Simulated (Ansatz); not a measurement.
CaAlSiH:
```
CELL_PARAMETERS angstrom
      4.12622     0.00000     0.00000
     -2.06311     3.57341     0.00000
      0.00000     0.00000     4.73003
ATOMIC_POSITIONS crystal
  Ca 0.00000 0.00000 0.99759
  Al 0.66667 0.33333 0.45553
  Si 0.33333 0.66667 0.56446
  H  0.66667 0.33333 0.08911
```

Relaxed with r²SCAN.

Problem. Give the Bader charges and basin volumes of the independent atoms, plane-wave PAW r²SCAN (Ansatz code).

Solution. 

| atom | Bader charge (e) | Bader volume (Å³) |
|---|---|---|
| Ca1 | +1.44 | 14.2 |
| Al2 | +1.90 | 7.6 |
| Si3 | -2.49 | 37.7 |
| H4 | -0.86 | 10.2 |

Space group P3m1. The workflow started from a Materials Project entry (that database holds measured and hypothetical structures alike); the Crystallography Open Database copy checked does not list it. Its standing as an ambient phase is unchecked. The cell was relaxed with r²SCAN under the symmetry of its start; whether a distortion lowers the energy is not shown.

Potentials: the later of the program's two PAW sets.
